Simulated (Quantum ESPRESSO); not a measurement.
MgAl$_{3}$N$_{3}$O (made-up cell) (calculated)

Calculation on a made-up crystal cell, not a measurement: periodic Kohn-Sham density functional theory in plane waves with PseudoDojo standard norm-conserving scalar-relativistic pseudopotentials, each functional with its own files (v0.5 for PBE, v0.4.1 for LDA and PBEsol), no spin polarisation, no spin-orbit coupling, atoms not relaxed, stress positive in tension, energies less a fixed whole-eV offset for each atom's element; levels are Kohn-Sham levels at fractions of this cell's reciprocal vectors, counted from the reference band (half the neutral cell's valence electrons, rounded up) at Gamma; error bars cover cutoff and k-mesh only, not smearing or the files; added strain carries the atoms with the cell, and shear is the tensor component; each bar is the largest change over components, and at least 0.002 eV, 0.002 eV per angstrom or 0.02 GPa; energies are for the whole cell, and the offsets were chosen from early runs and are not element reference energies. Program: Quantum ESPRESSO 7.5.

Settings shared by all entries: lattice type rocksalt; functional pbe; cutoff 1143 eV; fermi dirac smearing 0.025 eV; scf tolerance 1e-07 eV; electrons removed 0; k mesh 4 x 4 x 4, shifted by half a step.

(1) MgAl$_{3}$N$_{3}$O (made-up cell)

```xyz
8
Lattice="4.1803 0.0000 0.0000 0.0000 4.1803 0.0000 0.0000 0.0000 4.1803" Properties=species:S:1:pos:R:3 MgAl3N3O
Al    -0.0556    -0.0717     0.0923
Al    -0.0150     2.2086     2.2094
Mg     2.1140     0.0396     2.1906
Al     2.1166     2.0181    -0.0031
N      2.1754    -0.0025    -0.0178
N      1.9823     2.0210     2.1274
N      4.1236    -0.0634     2.0415
O      4.1826     2.0980    -0.0088
```

The calculation gives: free energy less offsets -0.1158 eV; smearing term minus ts 0 eV; scf iterations 12; pressure -3.149 GPa; stress xx 4.875 GPa; stress yy 2.224 GPa; stress zz 2.349 GPa; stress yz -0.09759 GPa; stress xz 0.03954 GPa; stress xy 0.7215 GPa; reference band 20; error bar energy 0.003083 eV; error bar stress 0.02 GPa; error bar force 0.002 eV/Å; error bar next band up 0.002 eV; error bars from tighter rerun of a related cell.

Atoms:
```tsv
atoms element	atom site	atom energy offset (eV)
Al	1	-64
Al	2	-64
Mg	3	-1617
Al	4	-64
N	5	-283
N	6	-283
N	7	-283
O	8	-452
```

Forces:
```tsv
site	x (eV/Å)	y (eV/Å)	z (eV/Å)
1	0.568	0.5321	-0.1186
2	0.2393	-1.126	-0.8147
3	-1.008	-1.076	-1.576
4	-0.5119	0.2231	0.5467
5	-0.9177	-0.3043	1.237
6	0.8178	1.389	-0.05112
7	1.019	0.4623	0.8028
8	-0.2062	-0.09937	-0.02574
```

Levels:
```tsv
level k point	next band up (eV)
Gamma	1.96
(1/2,1/2,1/2)	2.748
(0.15,0,0)	2.594
(0,0.15,0)	2.584
(0,0,0.15)	2.589
```

(2) MgAl$_{3}$N$_{3}$O (made-up cell)

```xyz
8
Lattice="4.1803 0.0000 0.0000 0.0000 4.1803 0.0000 0.0000 0.0000 4.1803" Properties=species:S:1:pos:R:3 MgAl3N3O
Al    -0.0556    -0.0717     0.0923
Al    -0.0150     2.2086     2.2094
Mg     2.1140     0.0396     2.1906
Al     2.1166     2.0181    -0.0031
N      2.1754    -0.0025    -0.0178
N      1.9823     2.1208     2.1274
N      4.1236    -0.0634     2.0415
O      4.1826     2.0980    -0.0088
```

It finds free energy less offsets -0.1609 eV; smearing term minus ts 0 eV; scf iterations 12; pressure -3.488 GPa; stress xx 4.583 GPa; stress yy 3.53 GPa; stress zz 2.351 GPa; stress yz -0.3022 GPa; stress xz 0.04756 GPa; stress xy 0.3684 GPa; reference band 20; error bar energy 0.003083 eV; error bar stress 0.02 GPa; error bar force 0.002 eV/Å; error bar next band up 0.002 eV; error bars from tighter rerun of a related cell.

Atoms:
```tsv
atoms element	atom site	atom energy offset (eV)
Al	1	-64
Al	2	-64
Mg	3	-1617
Al	4	-64
N	5	-283
N	6	-283
N	7	-283
O	8	-452
```

Forces:
```tsv
site	x (eV/Å)	y (eV/Å)	z (eV/Å)
1	0.5701	0.5405	-0.1171
2	0.2117	-0.9999	-0.8135
3	-1.035	-0.2565	-1.593
4	-0.5111	0.3538	0.5449
5	-0.9202	0.07982	1.238
6	0.8814	-0.4582	-0.03479
7	1.012	0.8437	0.7991
8	-0.2083	-0.1033	-0.02448
```

Levels:
```tsv
level k point	next band up (eV)
Gamma	1.961
(1/2,1/2,1/2)	2.751
(0.15,0,0)	2.6
(0,0.15,0)	2.587
(0,0,0.15)	2.591
```

(3) MgAl$_{3}$N$_{3}$O (made-up cell)

```xyz
8
Lattice="4.1803 0.0000 0.0000 0.0000 4.1803 0.0000 0.0000 0.0000 4.1803" Properties=species:S:1:pos:R:3 MgAl3N3O
Al    -0.0556    -0.0717     0.0923
Al    -0.0150     2.2086     2.2094
Mg     2.1140     0.0396     2.1906
Al     2.1166     2.0181    -0.0031
N      2.1754    -0.0025    -0.0178
N      1.9823     2.1405     2.1274
N      4.1236    -0.0634     2.0415
O      4.1826     2.0980    -0.0088
```

The calculation gives: free energy less offsets -0.1484 eV; smearing term minus ts 0 eV; scf iterations 12; pressure -3.455 GPa; stress xx 4.495 GPa; stress yy 3.548 GPa; stress zz 2.32 GPa; stress yz -0.3412 GPa; stress xz 0.04737 GPa; stress xy 0.3004 GPa; reference band 20; error bar energy 0.003083 eV; error bar stress 0.02 GPa; error bar force 0.002 eV/Å; error bar next band up 0.002 eV; error bars from tighter rerun of this cell.

Atoms:
```tsv
atoms element	atom site	atom energy offset (eV)
Al	1	-64
Al	2	-64
Mg	3	-1617
Al	4	-64
N	5	-283
N	6	-283
N	7	-283
O	8	-452
```

Forces:
```tsv
site	x (eV/Å)	y (eV/Å)	z (eV/Å)
1	0.5707	0.5421	-0.1168
2	0.2076	-0.9758	-0.8132
3	-1.035	-0.1055	-1.593
4	-0.5108	0.3797	0.544
5	-0.9207	0.1556	1.239
6	0.8867	-0.8113	-0.03371
7	1.01	0.9192	0.7982
8	-0.2083	-0.104	-0.02422
```

Levels:
```tsv
level k point	next band up (eV)
Gamma	1.964
(1/2,1/2,1/2)	2.75
(0.15,0,0)	2.601
(0,0.15,0)	2.587
(0,0,0.15)	2.591
```

(4) MgAl$_{3}$N$_{3}$O (made-up cell)

```xyz
8
Lattice="4.1803 0.0000 0.0000 0.0000 4.1803 0.0000 0.0000 0.0000 4.1803" Properties=species:S:1:pos:R:3 MgAl3N3O
Al    -0.0556    -0.0717     0.0923
Al    -0.0150     2.2086     2.2094
Mg     2.1140     0.0396     2.1906
Al     2.1166     2.0181    -0.0031
N      2.1754    -0.0025    -0.0178
N      1.9823     2.1922     2.1274
N      4.1236    -0.0634     2.0415
O      4.1826     2.0980    -0.0088
```

Results for MgAl$_{3}$N$_{3}$O (made-up cell): free energy less offsets -0.08229 eV; smearing term minus ts 0 eV; scf iterations 12; pressure -3.211 GPa; stress xx 4.216 GPa; stress yy 3.225 GPa; stress zz 2.192 GPa; stress yz -0.4456 GPa; stress xz 0.04407 GPa; stress xy 0.1169 GPa; reference band 20; error bar energy 0.003083 eV; error bar stress 0.02 GPa; error bar force 0.002 eV/Å; error bar next band up 0.002 eV; error bars from tighter rerun of a related cell.

Atoms:
```tsv
atoms element	atom site	atom energy offset (eV)
Al	1	-64
Al	2	-64
Mg	3	-1617
Al	4	-64
N	5	-283
N	6	-283
N	7	-283
O	8	-452
```

Forces:
```tsv
site	x (eV/Å)	y (eV/Å)	z (eV/Å)
1	0.5721	0.5463	-0.1163
2	0.1991	-0.9133	-0.8125
3	-1.027	0.302	-1.59
4	-0.5096	0.4484	0.5411
5	-0.9218	0.3545	1.24
6	0.8895	-1.75	-0.0342
7	1.005	1.118	0.796
8	-0.2079	-0.1061	-0.02351
```

Levels:
```tsv
level k point	next band up (eV)
Gamma	1.969
(1/2,1/2,1/2)	2.739
(0.15,0,0)	2.599
(0,0.15,0)	2.583
(0,0,0.15)	2.587
```

(5) MgAl$_{3}$N$_{3}$O (made-up cell)

```xyz
8
Lattice="4.1803 0.0000 0.0000 0.0000 4.1803 0.0000 0.0000 0.0000 4.1803" Properties=species:S:1:pos:R:3 MgAl3N3O
Al    -0.0556    -0.0717     0.0923
Al    -0.0150     2.2086     2.2094
Mg     2.1140     0.0396     2.1906
Al     2.1166     2.0181    -0.0031
N      2.1754    -0.0025    -0.0178
N      1.9823     2.2089     2.1274
N      4.1236    -0.0634     2.0415
O      4.1826     2.0980    -0.0088
```

Atoms:
```tsv
atoms element	atom site	atom energy offset (eV)
Al	1	-64
Al	2	-64
Mg	3	-1617
Al	4	-64
N	5	-283
N	6	-283
N	7	-283
O	8	-452
```

**Q.** MgAl$_{3}$N$_{3}$O (made-up cell) (entry 5): stress zz?
**A.** 2.136 GPa

**Q.** MgAl$_{3}$N$_{3}$O (made-up cell) (entry 5): stress xx?
**A.** 4.113 GPa

**Q.** Give the table of forces values for MgAl$_{3}$N$_{3}$O (made-up cell) (entry 5).
**A.** 
Forces:
```tsv
site	x (eV/Å)	y (eV/Å)	z (eV/Å)
1	0.5726	0.5477	-0.1161
2	0.1971	-0.8933	-0.8123
3	-1.021	0.4414	-1.588
4	-0.5091	0.4708	0.54
5	-0.9222	0.4188	1.24
6	0.8868	-2.061	-0.03541
7	1.004	1.182	0.7952
8	-0.2076	-0.1068	-0.02329
```

Further results for MgAl$_{3}$N$_{3}$O (made-up cell) (entry 5):

```
free energy less offsets : -0.05047 eV
smearing term minus ts   : 0 eV
scf iterations           : 12
pressure                 : -3.084 GPa
stress yy                : 3.004 GPa
stress yz                : -0.4806 GPa
stress xz                : 0.04211 GPa
stress xy                : 0.05473 GPa
reference band           : 20
error bar energy         : 0.003083 eV
error bar stress         : 0.02 GPa
error bar force          : 0.002 eV/Å
error bar next band up   : 0.002 eV
error bars from          : tighter rerun of a related cell
```

Levels:
```tsv
level k point	next band up (eV)
Gamma	1.971
(1/2,1/2,1/2)	2.734
(0.15,0,0)	2.598
(0,0.15,0)	2.581
(0,0,0.15)	2.585
```
